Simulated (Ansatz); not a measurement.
BN in space group P6_3mc (No. 186; B on 2a, B on 2b, N on 2a, N on 2b), plane-wave PAW r²SCAN (Ansatz code). The conduction-band minimum lies at M, with 3 equivalent valleys. Second derivatives d²E/dk² of the lowest band at one valley (eV·Å²), along Cartesian directions:

```csv
direction,d²E/dk²
[100],21.68
[010],9.894
[001],15.73
[110],15.79
[101],18.71
[011],12.81
```

Question: Find the principal effective masses, the density-of-states mass and the conductivity mass.

Answer: Off-diagonal terms follow from H_xy = H[110] − (H_xx + H_yy)/2, and m*/mₑ = 7.620 eV·Å² over each eigenvalue: 0.35, 0.48, 0.77. One valley's DOS mass (m₁m₂m₃)^(1/3) = 0.51, conductivity mass 3/(Σ 1/mᵢ) = 0.48 mₑ.

Question: What effective density of states Nc follows at 300 K for parabolic valleys?

Answer: Nc = 2.509e19 × 3 × (0.51)^(3/2) ≈ 2.7e19 cm⁻³.

Question: With the computed static dielectric constant 6.90 (mean of the diagonal), estimate a hydrogenic donor's binding energy and radius.

Answer: E = 13.606 eV × 0.48/6.90² ≈ 140 meV; a = 0.529 Å × ε/m* ≈ 7.6 Å. Semilocal masses tend to be too small where the gap is.

The cell is a constructed one: a structure type filled with these elements. Its sites differ from those of the usual phase in this space group: another stacking or structure type. The cell was relaxed with r²SCAN under the symmetry of its start; phonons on a q-mesh show no instability.

Potentials: the later of the program's two PAW sets.
